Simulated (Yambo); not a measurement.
KAsF6 (space group R-3, No. 148); a = b = c = 4.844 Å, α = β = γ = 97.99°. With the G0W0 scissor the direct gap on the mesh is 9.90 eV. Axes are Cartesian, with cell vectors (Å) (3.66, 2.11, 2.38), (-3.66, 2.11, 2.38), (0.00, -4.22, 2.38).

**Question.** Can the lowest exciton of this BSE run be trusted, and with what binding energy? (Yambo, LDA bands; 4×4×4 mesh, 17 valence and 6 conduction bands, static screening with 73 bands and a 3 Ry block, scissor 4.76 eV, Tamm-Dancoff.)

**Answer.** The two meshes tried agree. These are vertical excitations (zero momentum). The lowest state lies at 6.73 eV (dark for light along x), the direct quasiparticle gap on this mesh at 9.90 eV. Its binding energy, counted from that gap, is 3.17 eV; it spreads over about 60 k points of the mesh. On a 2×2×2 mesh the same difference is 3.17 eV. The first optically allowed state is at 7.61 eV. The scissor comes from a G0W0 run whose convergence isn't established. Spin-orbit splittings are left out.

The standard potential for As keeps a d shell in the valence without the s and p states of that shell. In tests on such compounds this moved G0W0 gaps by up to about 0.9 eV, so absolute quasiparticle energies here are unreliable; differences between settings are what counts.

Geometry of the Materials Project entry, not relaxed at this level.
